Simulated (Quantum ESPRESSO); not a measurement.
# GaZn2S3F: one run as intended and one with a planted mistake

A calculation, not a measurement. The program is pw.x of Quantum ESPRESSO 7.5 (plane-wave density functional theory). The cell is made up: 7 atoms on a zincblende/diamond lattice with one site empty, with randomly drawn elements, strain and displacements, not relaxed. PseudoDojo standard norm-conserving files (v0.5 for PBE, v0.4.1 for LDA and PBEsol) set the functional; there is no spin polarisation, spin-orbit coupling or dispersion term, and the masses in the input are unused placeholders.

Intended input:

```
&control calculation='scf', pseudo_dir='./dojo.nc.sr.pbe.v0_5.standard.upf', outdir='./o', disk_io='medium', tprnfor=.true., tstress=.true. /
&system ibrav=0, nat=7, ntyp=4, nbnd=45, ecutwfc=84.00895049, nosym=.true., tot_charge=0,
 occupations='smearing', smearing='fd', degauss=0.0018374661
/
&electrons conv_thr=7.350e-09, electron_maxstep=60, /
ATOMIC_SPECIES
F 1.0 F.upf
Ga 1.0 Ga.upf
S 1.0 S.upf
Zn 1.0 Zn.upf
CELL_PARAMETERS angstrom
5.0924 0.0778 0.0141
0.0778 5.1877 -0.016
0.0141 -0.016 5.1067
ATOMIC_POSITIONS angstrom
Ga 0.033 2.5754 2.5231
Zn 2.5798 0.0217 2.5794
Zn 2.5968 2.6325 0.0129
S 1.2751 1.3057 1.2438
S 1.3279 3.9144 3.7834
S 3.8586 1.3286 3.8219
F 3.8808 3.9182 1.2509
K_POINTS automatic
4 4 4 1 1 1
```

The log is shortened where brackets say so; the opening notice, blank lines, dates and the lines on written files are dropped, and the path of the files is cut. It prints rydbergs, bohrs and kilobars, and counts compression as positive stress. Where no state is partly filled, the Fermi energy that it prints is only some level between the filled and the empty states on the mesh, and need not lie in the true gap.

Log of the intended run:

```
     Program PWSCF v.7.5
     Parallel version (MPI & OpenMP), running on       1 processor cores
     Number of MPI processes:                 1
     Threads/MPI process:                     1
     [start-up lines left out]
     bravais-lattice index     =            0
     lattice parameter (alat)  =       9.6244  a.u.
     unit-cell volume          =     910.1797 (a.u.)^3
     number of atoms/cell      =            7
     number of atomic types    =            4
     number of electrons       =        78.00
     number of Kohn-Sham states=           45
     kinetic-energy cutoff     =      84.0090  Ry
     charge density cutoff     =     336.0358  Ry
     scf convergence threshold =      7.3E-09
     mixing beta               =       0.7000
     number of iterations used =            8  plain     mixing
     Exchange-correlation= PBE
                           (   1   4   3   4   0   0   0)
     [axes and pseudopotential details left out]
   Cartesian axes
     site n.     atom                  positions (alat units)
         1        Ga     tau(   1) = (   0.0064795   0.5056731   0.4954041  )
         2        Zn     tau(   2) = (   0.5065370   0.0042607   0.5064585  )
         3        Zn     tau(   3) = (   0.5098749   0.5168845   0.0025329  )
         4        S      tau(   4) = (   0.2503626   0.2563708   0.2442169  )
         5        S      tau(   5) = (   0.2607297   0.7685823   0.7428607  )
         6        S      tau(   6) = (   0.7576261   0.2608672   0.7504201  )
         7        F      tau(   7) = (   0.7619850   0.7693284   0.2456110  )
     number of k points=    32  Fermi-Dirac smearing, width (Ry)=  0.0018
                       cart. coord. in units 2pi/alat
        k(    1) = (   0.1228172   0.1212612   0.1247058), wk =   0.0625000
        k(    2) = (   0.1221149   0.1220408   0.3740402), wk =   0.0625000
     [further k points left out]
     Dense  grid:    94677 G-vectors     FFT dimensions: (  60,  60,  60)
     Estimated max dynamical RAM per process >     131.69 MB
     Initial potential from superposition of free atoms
     starting charge      77.9970, renormalised to      78.0000
     Starting wfcs are   45 randomized atomic wfcs
     total cpu time spent up to now is        8.4 secs
     per-process dynamical memory:    73.9 Mb
     Self-consistent Calculation
     iteration #  1     ecut=    84.01 Ry     beta= 0.70
     Davidson diagonalization with overlap
     ethr =  1.00E-02,  avg # of iterations =  4.1
     Threshold (ethr) on eigenvalues was too large:
     Diagonalizing with lowered threshold
     Davidson diagonalization with overlap
     ethr =  7.07E-04,  avg # of iterations =  1.0
     total cpu time spent up to now is       46.4 secs
     total energy              =   -1104.51604907 Ry
     estimated scf accuracy    <       0.53528104 Ry
     iteration #  2     ecut=    84.01 Ry     beta= 0.70
     Davidson diagonalization with overlap
     ethr =  6.86E-04,  avg # of iterations =  3.2
     total cpu time spent up to now is       64.4 secs
     total energy              =   -1104.64089109 Ry
     estimated scf accuracy    <       0.41554957 Ry
     [iterations 3 to 8 left out]
     iteration #  9     ecut=    84.01 Ry     beta= 0.70
     Davidson diagonalization with overlap
     ethr =  1.84E-10,  avg # of iterations =  2.0
     total cpu time spent up to now is      188.3 secs
     total energy              =   -1104.73704607 Ry
     estimated scf accuracy    <       0.00000001 Ry
     iteration # 10     ecut=    84.01 Ry     beta= 0.70
     Davidson diagonalization with overlap
     ethr =  1.51E-11,  avg # of iterations =  2.8
     total cpu time spent up to now is      205.8 secs
     End of self-consistent calculation
     [lines on levels left out]
     the Fermi energy is     7.1242 ev
!    total energy              =   -1104.73704607 Ry
     estimated scf accuracy    <          1.8E-09 Ry
     smearing contrib. (-TS)   =      -0.00000000 Ry
     internal energy E=F+TS    =   -1104.73704607 Ry
     The total energy is F=E-TS. E is the sum of the following terms:
     one-electron contribution =    -891.86261656 Ry
     hartree contribution      =     473.07805738 Ry
     xc contribution           =    -161.85520367 Ry
     ewald contribution        =    -524.09728322 Ry
     convergence has been achieved in  10 iterations
     Forces acting on atoms (cartesian axes, Ry/au):
     atom    1 type  2   force =    -0.00316760    0.01210580    0.00855872
     atom    2 type  4   force =    -0.00579063   -0.00333881   -0.01520479
     atom    3 type  4   force =    -0.00766692    0.01056243    0.00652013
     atom    4 type  3   force =    -0.00965358   -0.01604222   -0.04053963
     atom    5 type  3   force =    -0.02706011    0.02259426    0.01121698
     atom    6 type  3   force =     0.05257213   -0.00131397    0.00451476
     atom    7 type  1   force =     0.00076671   -0.02456749    0.02493383
     Total force =     0.089961     Total SCF correction =     0.000127
     Computing stress (Cartesian axis) and pressure
          total   stress  (Ry/bohr**3)                   (kbar)     P=       51.11
   0.00030904  -0.00003861  -0.00010084           45.46       -5.68      -14.83
  -0.00003861   0.00034935   0.00003318           -5.68       51.39        4.88
  -0.00010084   0.00003318   0.00038385          -14.83        4.88       56.47
     init_run     :      7.69s CPU      8.26s WALL (       1 calls)
     electrons    :    194.86s CPU    197.40s WALL (       1 calls)
     forces       :      2.88s CPU      2.91s WALL (       1 calls)
     stress       :     11.84s CPU     11.93s WALL (       1 calls)
     [timing details left out]
     PWSCF        :   3m37.50s CPU   3m40.87s WALL
     JOB DONE.
```

A second run has one planted mistake: the k-point mesh is too coarse. The input lines that differ, file-writing options aside:

```
- 4 4 4 1 1 1
+ 2 2 2 1 1 1
```

Its log:

```
     Program PWSCF v.7.5
     Parallel version (MPI & OpenMP), running on       1 processor cores
     Number of MPI processes:                 1
     Threads/MPI process:                     1
     [start-up lines left out]
     bravais-lattice index     =            0
     lattice parameter (alat)  =       9.6244  a.u.
     unit-cell volume          =     910.1797 (a.u.)^3
     number of atoms/cell      =            7
     number of atomic types    =            4
     number of electrons       =        78.00
     number of Kohn-Sham states=           45
     kinetic-energy cutoff     =      84.0090  Ry
     charge density cutoff     =     336.0358  Ry
     scf convergence threshold =      7.3E-09
     mixing beta               =       0.7000
     number of iterations used =            8  plain     mixing
     Exchange-correlation= PBE
                           (   1   4   3   4   0   0   0)
     [axes and pseudopotential details left out]
   Cartesian axes
     site n.     atom                  positions (alat units)
         1        Ga     tau(   1) = (   0.0064795   0.5056731   0.4954041  )
         2        Zn     tau(   2) = (   0.5065370   0.0042607   0.5064585  )
         3        Zn     tau(   3) = (   0.5098749   0.5168845   0.0025329  )
         4        S      tau(   4) = (   0.2503626   0.2563708   0.2442169  )
         5        S      tau(   5) = (   0.2607297   0.7685823   0.7428607  )
         6        S      tau(   6) = (   0.7576261   0.2608672   0.7504201  )
         7        F      tau(   7) = (   0.7619850   0.7693284   0.2456110  )
     number of k points=     4  Fermi-Dirac smearing, width (Ry)=  0.0018
                       cart. coord. in units 2pi/alat
        k(    1) = (   0.2456344   0.2425224   0.2494116), wk =   0.5000000
        k(    2) = (   0.2470389   0.2409634  -0.2492571), wk =   0.5000000
     [further k points left out]
     Dense  grid:    94677 G-vectors     FFT dimensions: (  60,  60,  60)
     Estimated max dynamical RAM per process >     131.69 MB
     Initial potential from superposition of free atoms
     starting charge      77.9970, renormalised to      78.0000
     Starting wfcs are   45 randomized atomic wfcs
     total cpu time spent up to now is        2.1 secs
     per-process dynamical memory:    72.5 Mb
     Self-consistent Calculation
     iteration #  1     ecut=    84.01 Ry     beta= 0.70
     Davidson diagonalization with overlap
     ethr =  1.00E-02,  avg # of iterations =  4.0
     Threshold (ethr) on eigenvalues was too large:
     Diagonalizing with lowered threshold
     Davidson diagonalization with overlap
     ethr =  7.18E-04,  avg # of iterations =  1.5
     total cpu time spent up to now is        6.7 secs
     total energy              =   -1104.50481410 Ry
     estimated scf accuracy    <       0.54292164 Ry
     iteration #  2     ecut=    84.01 Ry     beta= 0.70
     Davidson diagonalization with overlap
     ethr =  6.96E-04,  avg # of iterations =  2.5
     total cpu time spent up to now is        9.3 secs
     total energy              =   -1104.63268348 Ry
     estimated scf accuracy    <       0.41017751 Ry
     [iterations 3 to 8 left out]
     iteration #  9     ecut=    84.01 Ry     beta= 0.70
     Davidson diagonalization with overlap
     ethr =  2.00E-10,  avg # of iterations =  2.0
     total cpu time spent up to now is       25.7 secs
     total energy              =   -1104.72763687 Ry
     estimated scf accuracy    <       0.00000001 Ry
     iteration # 10     ecut=    84.01 Ry     beta= 0.70
     Davidson diagonalization with overlap
     ethr =  1.79E-11,  avg # of iterations =  2.5
     total cpu time spent up to now is       28.1 secs
     End of self-consistent calculation
     [lines on levels left out]
     the Fermi energy is     7.6982 ev
!    total energy              =   -1104.72763688 Ry
     estimated scf accuracy    <          1.9E-09 Ry
     smearing contrib. (-TS)   =      -0.00000000 Ry
     internal energy E=F+TS    =   -1104.72763688 Ry
     The total energy is F=E-TS. E is the sum of the following terms:
     one-electron contribution =    -891.88026067 Ry
     hartree contribution      =     473.12045582 Ry
     xc contribution           =    -161.87054880 Ry
     ewald contribution        =    -524.09728322 Ry
     convergence has been achieved in  10 iterations
     Forces acting on atoms (cartesian axes, Ry/au):
     atom    1 type  2   force =    -0.00252501    0.01170218    0.00875341
     atom    2 type  4   force =    -0.00582890   -0.00334175   -0.01527695
     atom    3 type  4   force =    -0.00769263    0.01058687    0.00649078
     atom    4 type  3   force =    -0.01018995   -0.01487279   -0.03862245
     atom    5 type  3   force =    -0.02745792    0.02100323    0.01008220
     atom    6 type  3   force =     0.05281053   -0.00045071    0.00362747
     atom    7 type  1   force =     0.00088389   -0.02462702    0.02494554
     Total force =     0.088641     Total SCF correction =     0.000119
     Computing stress (Cartesian axis) and pressure
          total   stress  (Ry/bohr**3)                   (kbar)     P=       54.22
   0.00032935  -0.00004159  -0.00009844           48.45       -6.12      -14.48
  -0.00004159   0.00037233   0.00003338           -6.12       54.77        4.91
  -0.00009844   0.00003338   0.00040413          -14.48        4.91       59.45
     init_run     :      1.95s CPU      2.00s WALL (       1 calls)
     electrons    :     25.12s CPU     26.00s WALL (       1 calls)
     forces       :      0.48s CPU      0.49s WALL (       1 calls)
     stress       :      1.81s CPU      1.85s WALL (       1 calls)
     [timing details left out]
     PWSCF        :     29.46s CPU     30.48s WALL
     JOB DONE.
```

|  | intended run | run with the mistake |
| --- | --- | --- |
| free energy (eV) | -15030.713 | -15030.585 |
| smearing term -TS (eV) | 0.0000 | 0.0000 |
| pressure (GPa) | 5.11 | 5.42 |
| largest force component (eV/Å) | 1.352 | 1.358 |
| largest change of a force component (eV/Å) |  | 0.049 |
| iterations | 10 | 10 |

For scale, a rerun of the intended cell at 1437 eV and a 6 x 6 x 6 mesh moved values by no more than 0.002 eV in energy, 0.02 GPa in stress and 0.002 eV/Å in force.